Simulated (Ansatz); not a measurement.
Each is relaxed and computed with the program Ansatz at the HSE06 level (PAW). Which alone has a direct gap?
A) K2NaAlH6, Fm-3m (K on 8c, Na on 4b, Al on 4a, H on 24e)
B) AlPO4, I-4 (Al on 2a, P on 2c, O on 8g)
C) LaAlH6, R-3m (La on 3b, Al on 3a, H on 18h)
D) MnO, Pmmn (Mn on 2b, O on 2a)

B, AlPO4, I-4 (Al on 2a, P on 2c, O on 8g). AlPO4: gap 7.54 eV (direct); MnO: gap 2.43 eV (indirect); K2NaAlH6: gap 3.45 eV (indirect); LaAlH6: gap 3.36 eV (indirect). Spin orders computed, not proven ground states: MnO, Pmmn (Mn on 2b, O on 2a) antiferromagnetic. Not the usual ambient phase: MnO, Pmmn (Mn on 2b, O on 2a). Standing as an ambient phase not checked: AlPO4, I-4 (Al on 2a, P on 2c, O on 8g); K2NaAlH6, Fm-3m (K on 8c, Na on 4b, Al on 4a, H on 24e); LaAlH6, R-3m (La on 3b, Al on 3a, H on 18h). All cells were relaxed under the symmetry of their starts (and spin orders); stability against distortions was not tested throughout. Cells of antiferromagnets are given as chemical subcells. Spin–orbit coupling is left out wherever it is not named.

Potentials: the later of the program's two PAW sets.
